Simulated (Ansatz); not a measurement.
Cu Kα1 powder pattern (kinematic, no thermal factors).
```csv
2θ (°),relative intensity
24.54,60
33.83,6
42.24,100
43.20,74
50.31,9
55.97,9
62.01,32
68.43,8
71.17,3
76.56,13
78.56,32
79.22,12
87.03,10
88.98,3
```

The pattern is computed from a structure relaxed with Ansatz 0.2.0, DFT PBE, scalar-relativistic, plane waves, PAW. Collinear spin, ending at 5.9 μB a primitive cell. Its elements are Fe, Pt.

Q: Give the structure.

A: Fe$_{2}$Pt.
Space group P-3m1 (No. 164). a = 4.185 Å, b = 4.185 Å, c = 2.648 Å, α = 90.00°, β = 90.00°, γ = 120.00°
```
atom  site  symmetry       x       y       z
  Fe    2d       3m. 0.3333  0.6667  0.8857
  Pt    1b      -3m. 0.0000  0.0000  0.5000
```

A pattern alone doesn't exclude other cells with like lines; this is the one computed.

It was reached by relaxing an invented guess, and it needn't be the stable form of this composition.
